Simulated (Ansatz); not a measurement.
LaHg2 in space group P6/mmm (No. 191; La on 1a, Hg on 2d) at seven volumes, r²SCAN in the plane-wave PAW code Ansatz, shape and atoms relaxed at each. One row is withheld.

| V (Å³/atom) | P (GPa) |
|---|---|
| 24.156 | 5.98 |
| 24.952 | 3.65 |
| 25.749 | ? |
| 26.545 | 0.00 |
| 27.341 | -1.40 |
| 28.138 | -2.60 |
| 28.934 | -3.75 |

Q: Fit the shown pressures and predict the withheld one.

A: P = (3/2)B₀(x^(7/2) − x^(5/2))[1 + (3/4)(B′ − 4)(x − 1)] with x = (V₀/V)^(2/3). Least squares on the six rows gives V₀ = 26.557 Å³/atom, B₀ = 51.7 GPa, B′ = 4.15. At V = 25.749, x = 1.0208 and P = 1.70 GPa. The run itself gave 1.73 GPa.

The workflow started from an entry of the Crystallography Open Database (COD), which files this formula under 2 space groups. Whether it is the stable phase at ambient conditions was not checked. Symmetry was held in the r²SCAN relaxation; its stability against distortions is not shown here. Scalar-relativistic: spin–orbit coupling is off unless named, which matters more the heavier the elements.

Potentials: the later of the program's two PAW sets.
